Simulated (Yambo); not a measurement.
**Convergence of the G0W0 gap of Ba₂SrWO₆**

G0W0@LDA for Ba2SrWO6 (space group R-3, No. 148) in Yambo. Reference settings: 2×2×2 Γ-centred k mesh, bands 2 to 317 and a 8 Ry block in the screening, 317 bands in G with the Bruneval-Gonze terminator, plasmon pole fitted at 27.2 eV. The LDA gap F → F on this mesh is 2.79 eV; G0W0 gaps are taken between the same points.

```csv
change from the reference,G0W0 gap F → F (eV),shift of the valence edge (eV),rough Yambo cost
reference settings,4.54,-0.53,1
exchange cut at 10 Ry,4.17,0.62,–
"81 bands in W, 81 bands in G, 2 Ry block",5.26,-0.52,about 1/5
"123 bands in W, 123 bands in G, 3 Ry block",4.79,-0.38,about 1/3
"123 bands in W, 123 bands in G, 2 Ry block",5.00,-0.54,about 1/3
"123 bands in W, 123 bands in G, 5 Ry block",4.72,-0.32,about 1/2
"123 bands in W, 123 bands in G, 6 Ry block",4.70,-0.32,about 1/2
"178 bands in W, 178 bands in G, 3 Ry block",4.69,-0.44,within a factor of two
"178 bands in W, 178 bands in G, 2 Ry block",4.91,-0.58,within a factor of two
"178 bands in W, 178 bands in G, 6 Ry block",4.60,-0.41,within a factor of two
"246 bands in W, 246 bands in G, 6 Ry block",4.56,-0.47,within a factor of two
"81 bands in W, 81 bands in G, no terminator",5.06,0.15,about 1/3
"123 bands in W, 123 bands in G, no terminator",4.80,0.01,about 1/2
"246 bands in W, 246 bands in G, 3 Ry block, no terminator",4.68,-0.39,within a factor of two
"3 Ry block, no terminator",4.64,-0.44,within a factor of two
```

The reference isn't shown to be the converged limit. Costs are rough (shared machines), scaled to the same edge states, and given only for runs that recompute the screening.

Without spin-orbit coupling, band edges of such heavy elements can be off by tenths of an eV.

Geometry of the Materials Project entry, not relaxed at this level; primitive cell a = 6.1295 Å, b = 6.1295 Å, c = 6.1295 Å, α = 60.96°, β = 60.96°, γ = 60.96°.

The structure is a Materials Project entry; no match was found in the copy of COD used, and its stability was not checked.

A shift is the quasiparticle energy of the state minus its LDA energy.
